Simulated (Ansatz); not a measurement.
One crystal and one scan (energy against volume) at two levels, r2SCAN+rVV10 (plane waves to 500 eV, PAW, scalar-relativistic; Ansatz, a first-principles code) and PBE-D3(BJ) (plane waves to 420 eV, PAW, scalar-relativistic; Ansatz), each from its own relaxed cell and on its own mesh. The cell shown is that of r2SCAN+rVV10.

MoS2 (2H-MoS2 type, space group P6_3/mmc)

```yaml
crystal:
  lattice:
    - [3.17320, 0.00000, 0.00000]
    - [-1.58660, 2.74807, 0.00000]
    - [0.00000, 0.00000, 12.43700]
  atoms:
    - { symbol: Mo, position: [0.33333, 0.66667, 0.25000] }
    - { symbol: Mo, position: [0.66667, 0.33333, 0.75000] }
    - { symbol: S, position: [0.33333, 0.66667, 0.62490] }
    - { symbol: S, position: [0.66667, 0.33333, 0.12490] }
    - { symbol: S, position: [0.66667, 0.33333, 0.37510] }
    - { symbol: S, position: [0.33333, 0.66667, 0.87510] }
```

E(V) scan at fixed shape, V₀ the volume above. The atoms relax within the cell's symmetry.

E stands for the smeared free energy. MoS2 is run without spin polarisation. MoS2 was relaxed with its symmetry unable to fall. The PAW data are Ansatz's earlier set. With the shape held, the modulus is that of even scaling; a crystal free to change shape is softer. Percentages come from the unrounded values. Both scans cover V/V₀ from 0.940 to 1.060.

Results of r2SCAN+rVV10:

- Lattice constant a (Å) = 3.173
- Lattice constant c (Å) = 12.44
- Relaxed volume (Å³/atom) = 18.08
- Band gap of the relaxed cell, no spin-orbit coupling (eV) = 1.01
- Energy cost of the largest compression (meV/atom) = 16.9
- Energy cost of the largest expansion (meV/atom) = 13.8
- Pressure derivative B₀′ (fit) = 4.0

Task: What does PBE-D3(BJ) give for the same quantities?

Result: 
```csv
quantity,PBE-D3(BJ),r2SCAN+rVV10 − PBE-D3(BJ)
Lattice constant a (Å),3.149,+0.024 (+0.8 %)
Lattice constant c (Å),12.09,+0.35 (+2.9 %)
Relaxed volume (Å³/atom),17.31,+0.77 (+4.4 %)
"Band gap of the relaxed cell, no spin-orbit coupling (eV)",0.78,+0.23 (+30 %)
Energy cost of the largest compression (meV/atom),16.2,+0.7 (+4 %)
Energy cost of the largest expansion (meV/atom),13.3,+0.5 (+4 %)
Pressure derivative B₀′ (fit),4.2,-0.2 (-4 %)
```

r2SCAN+rVV10 gives the higher value for: lattice constant a; lattice constant c; relaxed volume; band gap of the relaxed cell, no spin-orbit coupling; energy cost of the largest compression; energy cost of the largest expansion. Neither level is exact: the differences show how much the result hangs on the functional.

(A scan under strain: stresses follow from slopes of the energy per volume, elastic moduli from its curvatures.)
